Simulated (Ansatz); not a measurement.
GaN:
```xyz
2
Lattice="0.0000 2.2489 2.2489 2.2489 0.0000 2.2489 2.2489 2.2489 0.0000" Properties=species:S:1:pos:R:3 pbc="T T T"
Ga     0.0000     0.0000     0.0000
N      1.1245     1.1245     1.1245
```

Relaxed with r²SCAN. r²SCAN in the plane-wave PAW code Ansatz gives a gap of 2.17 eV.

### Question
What gap does HSE06 give on the same cell (Ansatz, PAW)?

### Answer
3.00 eV, 0.83 eV more. The hybrid was solved on a coarser mesh and at special points; its gap is the smallest among all of these.

```
k  v1 r²SCAN  c1 r²SCAN  v1 HSE06  c1 HSE06
-  ---------  ---------  --------  --------
Γ       0.00       2.17      0.00      3.00
X      -2.80       3.77         …         …
L      -1.00       5.22         …         …
W      -3.72       6.74         …         …
K      -2.25       5.48         …         …
```

### Question
Top valence (v1) and lowest conduction level (c1) in eV from each method's valence maximum (which need not be a listed point): supply the withheld HSE06 values.

### Answer

- W, v1 HSE06: -3.88
- W, c1 HSE06: 7.53
- K, v1 HSE06: -2.35
- K, c1 HSE06: 6.23
- X, v1 HSE06: -2.93
- X, c1 HSE06: 4.45
- L, v1 HSE06: -1.05
- L, c1 HSE06: 6.12

Cost on shared cores: the r²SCAN run (SCF on a 11×11×11 mesh, then bands and DOS) around 17 core-seconds (rough), the HSE06 run (SCF on 8×8×8, then a few points) about 110 core-seconds (a rough figure); the tasks are unlike.

Space group F-43m (zinc blende). Symmetry was held in the r²SCAN relaxation. Scalar-relativistic: spin–orbit coupling is off unless named, which matters more the heavier the elements.

Potentials: the later of the program's two PAW sets.
